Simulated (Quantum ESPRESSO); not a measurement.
Empty bands for a GW run on AlAs (zinc blende, space group F-43m, No. 216): 105 bands on a 4×4×4 mesh, PBEsol, PseudoDojo standard norm-conserving files, scalar-relativistic, Quantum ESPRESSO. The input, in which only the diagonalization keyword changes:

```
&CONTROL
  calculation = 'nscf'
  pseudo_dir = './pseudo'
  outdir = './out'
/
&SYSTEM
  ibrav = 0
  nat = 2
  ntyp = 2
  ecutwfc = 84.0
  ecutrho = 336.0
  occupations = 'fixed'
  force_symmorphic = .true.
  nbnd = 105
/
&ELECTRONS
  conv_thr = 2e-09
  diago_full_acc = .true.
  diago_thr_init = 1e-08
  diagonalization = 'david'
/
ATOMIC_SPECIES
Al 26.9815 Al.upf
As 74.9216 As.upf
CELL_PARAMETERS angstrom
  0.000000000000   2.837450714000   2.837450714000
  2.837450714000   0.000000000000   2.837450714000
  2.837450714000   2.837450714000   0.000000000000
ATOMIC_POSITIONS crystal
Al   0.000000000000   0.000000000000   0.000000000000
As   0.250000000000   0.250000000000   0.250000000000
K_POINTS automatic
4 4 4 0 0 0
```

| diagonalization | mean iterations per k point | rough time | largest change of an eigenvalue (eV) |
|---|---|---|---|
| david | 23 | 1 | – |
| cg | 44 | about 4× | 3e-07 |
| paro | 18 | within a factor of two | 9e-08 |

An iteration means different work in each solver, so the counts don't rank them. Times are rough ratios from shared machines.

Spin-orbit coupling is not included.

Geometry relaxed with PBEsol.
